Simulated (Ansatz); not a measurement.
AlCuGeSe4:
```
CELL_PARAMETERS angstrom
     -2.72851     2.72851     5.32214
      2.72851    -2.72851     5.32214
      2.72851     2.72851    -5.32214
ATOMIC_POSITIONS crystal
  Al 0.75000 0.25000 0.50000
  Cu 0.00000 0.00000 0.00000
  Ge 0.50000 0.50000 0.00000
  Se 0.13497 0.09882 0.50045
  Se 0.90118 0.40163 0.03615
  Se 0.59837 0.63452 0.49955
  Se 0.36548 0.86503 0.96385
```

Cartesian axes are those of the cell as given.

Give the proper piezoelectric stress tensor with relaxed ions from PBEsol in the plane-wave PAW code Ansatz.

In C/m², rows x, y, z, Voigt columns; mesh uncertainty up to 0.01.
```
 0.00   0.00   0.00  -0.04   0.10   0.00
 0.00   0.00   0.00  -0.10  -0.04   0.00
 0.07  -0.07   0.00   0.00   0.00  -0.13
```

The elastic tensor of the same run (GPa):

```
67.9  33.8  33.0   0.0   0.0   0.3
33.8  67.9  33.0   0.0   0.0  -0.3
33.0  33.0  66.8   0.0   0.0   0.0
 0.0   0.0   0.0  35.0   0.0   0.0
 0.0   0.0   0.0   0.0  35.0   0.0
 0.3  -0.3   0.0   0.0   0.0  39.6
```

Convert to strain constants d = e·S.

In pC/N:
```
 0.0   0.0   0.0  -1.2   2.9   0.0
 0.0   0.0   0.0  -2.9  -1.2   0.0
 2.0  -2.0   0.0   0.0   0.0  -3.3
```

Space group I-4. The workflow started from a Materials Project entry (that database holds measured and hypothetical structures alike); the Crystallography Open Database copy checked does not list it. Whether it is the stable phase at ambient conditions was not checked. The cell was relaxed with PBEsol under the symmetry of its start; its stability against distortions is not shown here. The run is not spin-polarised.

Potentials: the later of the program's two PAW sets.
